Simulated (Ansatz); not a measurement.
Sr3SbN:
```cif
data_NSbSr3
_chemical_formula_sum 'Sr3 Sb1 N1'
_space_group_name_H-M_alt 'Pm-3m'
_space_group_IT_number 221
_space_group_name_Hall '-P 4 2 3'
_cell_length_a 5.13169
_cell_length_b 5.13169
_cell_length_c 5.13169
_cell_angle_alpha 90.000
_cell_angle_beta 90.000
_cell_angle_gamma 90.000
loop_
_atom_site_label
_atom_site_type_symbol
_atom_site_symmetry_multiplicity
_atom_site_Wyckoff_symbol
_atom_site_fract_x
_atom_site_fract_y
_atom_site_fract_z
_atom_site_occupancy
Sr1 Sr 3 c 0.00000 0.50000 0.50000 1
Sb1 Sb 1 a 0.00000 0.00000 0.00000 1
N1 N 1 b 0.50000 0.50000 0.50000 1
```

Relaxed with PBEsol. 

Problem. HSE06 on this cell (Ansatz, a quantum-chemistry and plane-wave program, PAW) gives a gap of 0.93 eV. What does PBEsol give?

Solution. 0.18 eV.

Cost on shared cores: the PBEsol run (SCF on a 6×6×6 mesh, then bands and DOS) very roughly 30 core-seconds, the HSE06 run (SCF on 3×3×3, then a few points) very roughly 90 core-seconds; the tasks are unlike.

The workflow started from a Materials Project entry (that database holds measured and hypothetical structures alike); the Crystallography Open Database copy checked does not list it. Whether it is the stable phase at ambient conditions was not checked. Symmetry was held in the PBEsol relaxation; its stability against distortions is not shown here. Spin–orbit coupling is left out wherever it is not named.

Potentials: the later of the program's two PAW sets.

Ansatz is a plane-wave DFT program.
